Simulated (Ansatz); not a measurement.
BeTe2 single point

Input file of Ansatz 0.2.0:

```yaml
crystal:
  lattice:
    - [0.0, 0.0, 5.564709]
    - [5.555488, 0.0, 0.0]
    - [2.777744, 5.217088, -2.782355]
  atoms:
    - { symbol: Te, position: [0.11811, 0.1032, 0.23622] }
    - { symbol: Te, position: [0.88189, 0.8968, 0.76378] }
    - { symbol: Te, position: [0.38189, 0.33942, 0.76378] }
    - { symbol: Te, position: [0.61811, 0.66058, 0.23622] }
    - { symbol: Be, position: [0.25, 0.0, 0.0] }
    - { symbol: Be, position: [0.75, 0.0, 0.0] }
  symmetry: { tolerance: 0.0003 }
kpoints:
  mp_grid: { grid: [7, 7, 7], shift: [0, 0, 0] }
  band_path:
    path:
      - [0.0, 0.0, 0.0]
      - [0.0, 0.0, 0.5]
      - [0.0, 0.35825814, 0.67912907]
      - [0.0, 0.64174186, 0.32087093]
      - [0.0, 0.0, 0.0]
      - [0.64221277, 0.0, -0.32110639]
      - [0.35778723, 0.0, 0.32110639]
      - [0.0, 0.0, 0.5]
      - [0.0, 0.0, 0.0]
      - [0.5, 0.5, 0.0]
      - [0.5, 0.5, 0.25]
    npoints: 6
magnetization:
  spin_polarized: false
scf:
  occupations: { method: fermi_dirac }
  lower_state_search: "off"
  max_iter: 200
hamiltonian:
  pseudopotentials: { kind: paw }
  xc: r2scan
basis:
  ecutwfc: 500
  fft_grid_basis: typed
output:
  forces: true
  stress: true
  eigenvalues: true
  bader: true
  populations: true
  elf: true
  write_potential: true
  volumetric_format: npy
  dos:
    e_range: [-12, 8]
    de: 0.05
    projected: { site_lists: { Be: [Be], Te: [Te] } }
checkpoint:
  read: saved_state
```

The saved state is an earlier solution for the same cell, perhaps on another mesh. 

Parts of the output:

```
Free energy (F): -28164.1037 eV
Harris-Foulkes:  -28164.1037 eV  (|F-HF|=2.12e-9)
Internal energy: -28163.9472 eV  (E = F + TS)
E sigma→0 (E₀):  -28164.0255 eV
Entropy (-TS):   -0.1565 eV (-26.077 meV/atom)
Fermi energy:    6.9453 eV
--- Per-component energies (eV) ---
  E_band       = -1158.3463
  E_kinetic    = 767.3138
  E_local      = -5447.8708  (includes V_loc(G=0)·N_el)
  E_nonlocal   = -1230.2946
  E_hartree    = 3391.9515
  E_xc         = -498.5625
  E_vxc        = -491.5300  (∫ρ·V_xc dr)
  E_paw        = -18868.3346  (= ΣΔE_a)
  E_vpaw       = -1569.3715  (= ΣTr[D̂ρ^β])
  E_aug_tail   = -0.0001  (compensation charges beyond the density's cutoff)
  E_vtau       = 29.4943  (kinetic-family band-sum trace: ∫τ·v_τ [+ j·A + Jᵃ·Aᵃ] dr)
  E_ewald      = -6279.2651
  E_core_change = 1.1154  (= ΣΔE_core)
  E_smearing   = -0.1565  (= −TS)
--- Forces (eV/Å), atoms counted from 1 ---
  atom   1  Te     2.1318     1.7447     0.0000
  atom   2  Te    -2.1318    -1.7447     0.0000
  atom   3  Te     2.1318    -1.7447     0.0000
  atom   4  Te    -2.1318     1.7447     0.0000
  atom   5  Be     0.0000     0.0000     0.0000
  atom   6  Be     0.0000     0.0000     0.0000
--- Stress (GPa, compression-positive) ---
        7.1919       0.0000       0.0000
        0.0000       7.7761       0.0000
        0.0000       0.0000       9.4360
  P = ⅓ Tr σ = 8.1347 GPa (81.347 kbar)
--- Löwdin populations: 6 sites ---
  site symbol       q [e]
     0     Te     16.4221
     1     Te     16.4221
     2     Te     16.4221
     3     Te     16.4221
     4     Be      0.6619
     5     Be      0.6619
  spilling = 0.0145 (of n_electrons = 68.0000)
--- Bader charges: 6 sites ---
  site symbol  charge [e]  shift [e]
     0     Te     -0.7628     0.0001
     1     Te     -0.7628     0.0001
     2     Te     -0.7628     0.0001
     3     Te     -0.7628     0.0001
     4     Be      1.5256     0.0003
     5     Be      1.5256     0.0003
```

Origin: a known structure type with other elements, at an estimated volume, so it need not be a known compound. Caveats: atoms or cell far from equilibrium.
